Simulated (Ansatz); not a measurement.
AlCuCl$_{4}$:
```cif
data_Al2Cl8Cu2
_chemical_formula_sum 'Al2 Cu2 Cl8'
_space_group_name_H-M_alt 'P-42c'
_space_group_IT_number 112
_space_group_name_Hall 'P -4 2c'
_cell_length_a 5.43097
_cell_length_b 5.43097
_cell_length_c 10.01976
_cell_angle_alpha 90.000
_cell_angle_beta 90.000
_cell_angle_gamma 90.000
loop_
_atom_site_label
_atom_site_type_symbol
_atom_site_symmetry_multiplicity
_atom_site_Wyckoff_symbol
_atom_site_fract_x
_atom_site_fract_y
_atom_site_fract_z
_atom_site_occupancy
Al1 Al 2 d 0.00000 0.50000 0.25000 1
Cu1 Cu 2 e 0.00000 0.00000 0.00000 1
Cl1 Cl 8 n 0.23289 0.27101 0.37217 1
```

Relaxed with r²SCAN.

Tabulate the valence density and the electron localisation function along the shortest Al–Cl contact (2.16 Å), r²SCAN (plane waves, PAW; program Ansatz).



| distance from Al (Å) | density (e/Å³) | ELF |
|---|---|---|
| 0.22 | 0.05 | 0.02 |
| 0.32 | 0.06 | 0.01 |
| 0.43 | 0.09 | 0.01 |
| 0.54 | 0.14 | 0.11 |
| 0.65 | 0.22 | 0.43 |
| 0.75 | 0.32 | 0.72 |
| 0.86 | 0.43 | 0.83 |
| 0.97 | 0.55 | 0.86 |
| 1.08 | 0.69 | 0.88 |
| 1.19 | 0.88 | 0.88 |
| 1.29 | 1.13 | 0.88 |
| 1.40 | 1.44 | 0.86 |
| 1.51 | 1.73 | 0.83 |
| 1.62 | 1.87 | 0.77 |
| 1.72 | 1.69 | 0.65 |
| 1.83 | 1.18 | 0.48 |
| 1.94 | 0.49 | 0.30 |

The density is the valence pseudo-density with augmentation charge, so density and ELF within about 1 Å of a nucleus are not all-electron values.

The workflow started from a Materials Project entry (that database holds measured and hypothetical structures alike); the Crystallography Open Database copy checked does not list it. COD files the formula under space group No. 33. Its standing as an ambient phase is unchecked. The r²SCAN relaxation kept the symmetry of its start; whether a distortion lowers the energy is not shown. The run is not spin-polarised.

Potentials: the later of the program's two PAW sets.
